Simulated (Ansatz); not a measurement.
A relaxed structure of AlN. Space group Fm-3m (No. 225), rock salt type. All values below come from r2SCAN (plane waves to 500 eV, PAW, scalar-relativistic; Ansatz, a first-principles code).

```cif
data_AlN
_chemical_formula_sum 'Al1 N1'
_space_group_name_H-M_alt 'P 1'
_space_group_IT_number 1
_cell_length_a 2.85511
_cell_length_b 2.85511
_cell_length_c 2.85511
_cell_angle_alpha 60.000
_cell_angle_beta 60.000
_cell_angle_gamma 60.000
loop_
_space_group_symop_operation_xyz
  'x, y, z'
loop_
_atom_site_label
_atom_site_type_symbol
_atom_site_fract_x
_atom_site_fract_y
_atom_site_fract_z
_atom_site_occupancy
Al1 Al 0.00000 0.00000 0.00000 1
N1 N 0.50000 0.50000 0.50000 1
```

- Volume per atom = 8.23 Å³
- Band gap = 5.52 eV, indirect (valence top at Γ, conduction bottom at X) (no spin-orbit coupling)
- Smallest direct gap = 6.53 eV at Γ
- Shortest distances = Al–N 2.02 Å; Al–Al 2.86 Å; N–N 2.86 Å
- k-mesh = 14×14×14

No spin polarisation in the result.

The run could not lose the symmetry of its start; a randomly shaken copy of 4 atoms returns to this structure.

The relaxed structure has the type that AlN is known to take under pressure; here it was relaxed at zero pressure, from a generated start.
